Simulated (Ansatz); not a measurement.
TePdSe:
Space group P3m1 (No. 156); a = b = 3.9100 Å, c = 4.9975 Å, α = β = 90.00°, γ = 120.00°

```csv
atom,site,symmetry,x,y,z
Te,1a,3m.,0.0000,0.0000,0.7275
Pd,1b,3m.,0.3333,0.6667,0.0093
Se,1c,3m.,0.6667,0.3333,0.2632
```

Relaxed at zero pressure with r²SCAN+D4 in the plane-wave PAW code Ansatz.

Q: The volume is lowered by 3 % and shape and atoms relax at that volume. What pressure results, and how do the axes share the change?

A: 2.1 GPa; a -0.7 %, b -0.7 %, c -1.7 %; the energy rises by 4 meV/atom.

Q: Give the new structure.

A: 
Space group P3m1 (No. 156); a = b = 3.884 Å, c = 4.912 Å, α = β = 90.00°, γ = 120.00°

```csv
atom,site,symmetry,x,y,z
Te,1a,3m.,0.0000,0.0000,0.7218
Pd,1b,3m.,0.3333,0.6667,0.0096
Se,1c,3m.,0.6667,0.3333,0.2685
```

The phase is kept; no other phase was compared at this pressure.

The first step of the workflow began from a Materials Project structure, measured or hypothetical; the Crystallography Open Database copy checked does not list it. With Te and Se taken as one species the cell has the higher symmetry P-3m1, so it may be an ordered model of a mixed-site phase. Its standing as an ambient phase is unchecked. Symmetry was held in the r²SCAN+D4 relaxation; its stability against distortions is not shown here. No spin polarisation was allowed. Spin–orbit coupling is left out wherever it is not named.

Potentials: the later of the program's two PAW sets.
